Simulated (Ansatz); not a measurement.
A relaxed 1×1 slab of 6 planes, cut along (111) from a diamond crystal of one element, has a cell area of 13.68 Å² and a bulk spacing of 0.811 Å between its first planes. All-electron LAPW in Ansatz 0.2.0 (LDA, scalar-relativistic, no spin polarisation) gives γ = 1.22 J/m², Φ = 4.88 eV and a change of the outer spacing of -5.8 %. The diamond structure needn't be the element's own.

**Question.** Which element is it?

**Answer.** Ge. This is the case that was computed; others weren't tested.
